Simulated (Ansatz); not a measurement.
Values for one crystal, relaxed and computed with the program Ansatz at the r²SCAN level (PAW); other levels are named.

- Volume per atom: 19.86 Å³
- Electronic character: metallic (no gap)
- Density of states at the Fermi level: 0.54 states/eV per atom (mean over ±0.08 eV)
- Formation energy from the elements (no fitted shifts): -0.34 eV/atom

Pick the material that matches.
A. Pd3S, Cmcm (Pd on 8g, Pd on 4b, S on 4c)
B. GePd2, P-62m (Ge on 2c, Ge on 1b, Pd on 3g, Pd on 3f)
C. Te2Pd3, Cmcm (Te on 4a, Te on 4c, Pd on 4c, Pd on 8f)
D. Te4Pt3, R-3m (Te on 6c, Te on 6c, Pt on 6c, Pt on 3b)

C, Te2Pd3, Cmcm (Te on 4a, Te on 4c, Pd on 4c, Pd on 8f)

The workflow started from a Materials Project entry (that database holds measured and hypothetical structures alike); the Crystallography Open Database copy checked does not list it. Whether it is the stable phase at ambient conditions was not checked. The r²SCAN relaxation kept the symmetry of its start; its stability against distortions is not shown here. The run is not spin-polarised. The references are the lowest solids computed at this level, not always the standard phases. Spin–orbit coupling is left out wherever it is not named.

Potentials: the earlier of the program's two PAW sets.
